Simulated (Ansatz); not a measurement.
ZrAl3 (Cu3Au type, space group No. 221) at seven volumes, PBEsol in the plane-wave PAW code Ansatz, scaled uniformly. One row is withheld.

| V (Å³/atom) | P (GPa) |
|---|---|
| 15.351 | 12.42 |
| 15.857 | 7.64 |
| 16.363 | 3.53 |
| 16.869 | 0.00 |
| 17.375 | -3.04 |
| 17.881 | ? |
| 18.387 | -7.88 |

Question: Fit the shown pressures and predict the withheld one.

Answer: P = (3/2)B₀(x^(7/2) − x^(5/2))[1 + (3/4)(B′ − 4)(x − 1)] with x = (V₀/V)^(2/3). Least squares on the six rows gives V₀ = 16.869 Å³/atom, B₀ = 109 GPa, B′ = 4.04. At V = 17.881, x = 0.9619 and P = -5.65 GPa. The run itself gave -5.65 GPa.

Space group Pm-3m (Cu3Au type). The first step of the workflow began from a Materials Project structure, measured or hypothetical; the Crystallography Open Database copy checked does not list it. COD files the formula under space group No. 139, so this cell is another polymorph or a model. With Zr and Al taken as one species the cell has the higher symmetry Fm-3m, so it may be an ordered model of a mixed-site phase. Its standing as an ambient phase is unchecked. Symmetry was held in the PBEsol relaxation; of distortions, only those at the zone centre were tested. No spin polarisation was allowed.

Potentials: the later of the program's two PAW sets.
